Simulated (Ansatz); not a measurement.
Relaxed-ion elastic tensor of Pd (simple cubic, space group No. 221) in GPa (Voigt order), PBEsol (plane waves, PAW; program Ansatz); density 10.47 g/cm³, 16.88 Å³ per atom.

```
      1     2     3      4      5      6
-  ----  ----  ----  -----  -----  -----
1   363  41.7  41.7    0.0    0.0    0.0
2  41.7   363  41.7    0.0    0.0    0.0
3  41.7  41.7   363    0.0    0.0    0.0
4   0.0   0.0   0.0  -17.5    0.0    0.0
5   0.0   0.0   0.0    0.0  -17.5    0.0
6   0.0   0.0   0.0    0.0    0.0  -17.5
```

Q: Is the crystal mechanically stable?

A: No: the smallest eigenvalue of C is -17.5 GPa.

Space group Pm-3m (simple cubic). The cell is a constructed one: a structure type filled with these elements; neither database checked (COD, Materials Project) lists it. It is not the phase usual at ambient conditions (space group No. 225). Symmetry was held in the PBEsol relaxation. At this level the phase is mechanically unstable. The run is not spin-polarised. As this level gives no gap, shear constants depend on the k-mesh and smearing (Fermi–Dirac, 0.1 eV here).

Potentials: the earlier of the program's two PAW sets. The files were generated under PBE; for other functionals the program regenerates the frozen cores, and for LDA and PBEsol the local potential too.
